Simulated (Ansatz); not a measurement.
Si2W, DFT, LDA, PAW with Ansatz's default frozen-core files, scalar-relativistic (Ansatz 0.2.0), run on 1 thread of Arm Neoverse V2 on a shared host.

The cell comes from COD entry 1010283, which wasn't checked; take it as a given geometry. It differs from other determinations.

Command: `ansatz run input.yaml --threads 1 --pin off --max-ram 6144MiB --backend cpu --events-out ev --progress --plain --runs-dir out`

```yaml
crystal:
  lattice:
    - [-1.606, 1.606, 3.94]
    - [1.606, -1.606, 3.94]
    - [1.606, 1.606, -3.94]
  atoms:
    - { symbol: Si, position: [0.333, 0.333, 0.0] }
    - { symbol: Si, position: [0.667, 0.667, 0.0] }
    - { symbol: W, position: [0.0, 0.0, 0.0] }
kpoints:
  mp_grid: { grid: [11, 11, 14] }
  band_path:
    path:
      - [0.0, 0.0, 0.0]
      - [0.0, 0.0, 0.5]
      - [0.25, 0.25, 0.25]
      - [0.0, 0.5, 0.0]
      - [0.0, 0.0, 0.0]
      - [0.5, 0.5, -0.5]
      - [0.2915373367, 0.7084626633, -0.2915373367]
      - [-0.2915373367, 0.2915373367, 0.2915373367]
      - [0.0, 0.0, 0.0]
    npoints: 14
scf:
  occupations: { method: fermi_dirac, width: 0.05 }
hamiltonian:
  xc: lda
  pseudopotentials: { kind: paw }
output:
  forces: true
  stress: true
  eigenvalues: true
  efg: { contact_densities: true }
  populations: true
  bader: true
  dos: { projected: true, de: 0.2, e_range: [-14, 8] }
  write_density: true
  write_potential: true
  elf: true
  volumetric_format: npy
```

(1) How large is the problem that the program sets up?

(2) Estimate the wall time and the peak memory.

(3) And the same cell and mesh by all-electron LAPW, asked for forces, stress, eigenvalues, populations, dos and the same band path, on the same hardware?

(4) And the same cell and mesh by crystal-made all-electron datasets, asked for forces, stress, eigenvalues, efg and the same band path, on the same hardware?

Results:

(1) 468 irreducible k-points, 793 plane waves at Γ, 15 bands.

(2) 46 s of wall time for 6 SCF iterations, with a peak of 0.56 GiB. Times on shared machines scatter by tens of per cent.

(3) 2.6 min, peak memory 1.6 GiB.

(4) 53 s, peak memory 1.1 GiB.
